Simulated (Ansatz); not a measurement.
Pd (fcc, Cu type), conventional cell a = 3.943 Å, b = 3.943 Å, c = 3.943 Å, α = 90.00°, β = 90.00°, γ = 90.00°. The calculation uses the primitive cell of 1 atom, to which meshes and values per cell refer.

E(V) scan at fixed shape, V₀ the volume above. Symmetry pins the atoms to their sites.

These are PBE (plane waves to 420 eV, PAW, scalar-relativistic; Ansatz, a program for electronic structure) values and carry that method's errors. k mesh 20×20×20 (Γ-centred), Fermi-Dirac smearing 0.05 eV. The energy includes the smearing's −TS. Stress and pressure are positive under compression. Pd is run without spin polarisation. Pd was relaxed with its symmetry unable to fall. The PAW data are Ansatz's earlier set. The zero of ΔE is the relaxed starting cell.

Question: Estimate the ΔE (kJ/mol of atoms) and P (GPa) for V/V₀ = 0.900, 0.925, 0.950, 0.975, 1.025, 1.050, 1.075, 1.100.

Answer: 
```tsv
V/V₀	ΔE (kJ/mol of atoms)	P (GPa)
0.900	9.8	23.7
0.925	5.2	16.3
0.950	2.2	9.9
0.975	0.5	4.6
1.025	0.5	-3.9
1.050	1.7	-7.2
1.075	3.7	-9.9
1.100	6.3	-12.3
```

(A scan under strain: stresses follow from slopes of the energy per volume, elastic moduli from its curvatures.)
